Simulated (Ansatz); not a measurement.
A 2-atom cell of NaI (Fm-3m) from a materials database (r2SCAN geometry), in Ansatz:

```
CELL_PARAMETERS angstrom
0.00000 3.22968 3.22968
3.22968 0.00000 3.22968
3.22968 3.22968 0.00000
ATOMIC_POSITIONS crystal
Na 0.00000 0.00000 0.00000
I 0.50000 0.50000 0.50000
```

G0W0@PBE with 499 empty bands, a screening cutoff of 220 eV and a 6×6×6 mesh (PAW, contour deformation) gives 5.681 eV over the mesh points, from a PBE gap of 3.661 eV; it sums over 512 bands with 531 plane waves in the screening and a wave cutoff of 420 eV. The G0W0 figures hold for the stated bands, cutoff and mesh and aren't extrapolated. Calculated for a static, non-magnetic cell.

Q: Estimate the gap with empty bands 917, screening cutoff 300 eV.

A: 5.697 eV (+0.016 eV), from a Kohn-Sham gap of 3.661 eV.

Q: Another run gave a Kohn-Sham gap of 4.449 eV and a G0W0 gap of 6.101 eV, summing over 512 bands with 531 plane waves in the screening and a wave cutoff of 500 eV. What was changed?

A: Starting point r2SCAN, with them a wave cutoff of 500 eV. The Kohn-Sham gap has moved while bands and screening basis stay; the higher wave cutoff is that of a meta-GGA.

Q: Another run gave a Kohn-Sham gap of 3.661 eV and a G0W0 gap of 5.692 eV, summing over 512 bands with 531 plane waves in the screening and a wave cutoff of 420 eV. What was changed?

A: Frequency model Godby-Needs pole. Only the quasiparticle gap differs.

Q: Estimate the gap with empty bands 201, screening cutoff 120 eV.

A: 5.613 eV (-0.068 eV), from a Kohn-Sham gap of 3.661 eV.

Spin-orbit coupling is left out, which matters wherever the heavy atoms make up the band edges.
